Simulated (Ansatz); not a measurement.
ZrPt3 at 6 GPa (stress–strain coefficients): relaxed-ion elastic tensor

Level of theory: DFT LDA, scalar-relativistic, plane waves, PAW in Ansatz. Plane waves to 420 eV; Γ-centred k mesh 10×10×10; Fermi-Dirac smearing of 0.15 eV. No spin polarisation.

The cell, relaxed at 6 GPa:
```xyz
4
Lattice="3.9433 0.0000 0.0000 0.0000 3.9433 0.0000 0.0000 0.0000 3.9433" Properties=species:S:1:pos:R:3 pbc="T T T"
Zr    0.0000    0.0000    0.0000
Pt    0.0000    1.9717    1.9717
Pt    1.9717    0.0000    1.9717
Pt    1.9717    1.9717    0.0000
```

In a metal, frequencies and elastic constants depend on the k mesh and the smearing, soft modes and shear constants most. Spin–orbit coupling is left out, which can shift energies with elements as heavy as these. Other phases may be more stable at this pressure.

Task: Give the relaxed-ion elastic constants (GPa, Voigt order xx yy zz yz xz xy, on the axes of the cell above).

Result:
```
433.0 224.7 224.7   0.0   0.0   0.0
224.7 433.0 224.7   0.0   0.0   0.0
224.7 224.7 433.0   0.0   0.0   0.0
  0.0   0.0   0.0 155.6   0.0   0.0
  0.0   0.0   0.0   0.0 155.6   0.0
  0.0   0.0   0.0   0.0   0.0 155.6
```

Task: Is the crystal stable against homogeneous strain?

Result: Yes: the least eigenvalue of the tensor is 155.6 GPa.

Task: And the moduli of a polycrystal (Hill averages)?

Result: B = 294 GPa, G = 132 GPa, E = 346 GPa, ν = 0.30.

Cost: 1 run of about 1.4 core-minutes, on Arm Neoverse V2 (shared hosts).